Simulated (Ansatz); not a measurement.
# Data sheet: BiPt (DFT)

BiPt:
```yaml
crystal:
  lattice:
    - [4.32834, 0.00000, 0.00000]
    - [-2.16417, 3.74845, 0.00000]
    - [0.00000, 0.00000, 5.45175]
  atoms:
    - { symbol: Bi, position: [0.33333, 0.66667, 0.25000] }
    - { symbol: Bi, position: [0.66667, 0.33333, 0.75000] }
    - { symbol: Pt, position: [0.00000, 0.00000, 0.50000] }
    - { symbol: Pt, position: [0.00000, 0.00000, 0.00000] }
```

Space group P6_3/mmc (No. 194), NiAs type; conventional cell a = b = 4.328 Å, c = 5.452 Å, α = β = 90.00°, γ = 120.00°.

Method: plane-wave PAW LDA (Ansatz code). The cell and atoms are relaxed at this level. Other levels are named where they apply.

Cell and energy:

- Volume per atom: 22.11 Å³
- Density: 15.17 g/cm³
- Formation energy from the elements (no fitted shifts): -0.27 eV/atom

Electronic structure:

- Electronic character: metallic (no gap)
- Density of states at the Fermi level: 0.47 states/eV per atom (mean over ±0.08 eV)

Mechanics:

Bulk modulus (Birch–Murnaghan fit): 131 GPa
Pressure derivative B′: 5.1
Elastic constants (relaxed ions, GPa): C11 = 166, C12 = 117, C13 = 96.1, C33 = 242, C44 = 36.5
Mechanical stability: stable (all eigenvalues of C positive)
Hill bulk and shear moduli: 132 and 35.2 GPa
Young's modulus: 97.1 GPa
Poisson's ratio: 0.38
Debye temperature from the elastic constants: 182 K

Phonons:

Highest zone-centre frequency: 5.29 THz
Zone-centre stability: no imaginary mode at Γ

The first step of the workflow began from a Materials Project structure, measured or hypothetical; the Crystallography Open Database files this formula in space group No. 194, but the cells were not matched. Whether it is the stable phase at ambient conditions was not checked. The cell was relaxed with LDA under the symmetry of its start. No spin polarisation was allowed. As this level gives no gap, shear constants depend on the k-mesh and smearing (Fermi–Dirac, 0.1 eV here). As this level gives no gap, phonon frequencies hold no LO–TO term and depend on the k-mesh and smearing (Fermi–Dirac, 0.1 eV here). Axis ratios of metals converge slowly with the k-mesh, so a and c are less sure than the volume. The references are the lowest solids computed at this level, not always the standard phases. Scalar-relativistic: spin–orbit coupling is off unless named, which matters more the heavier the elements.

Potentials: the later of the program's two PAW sets.
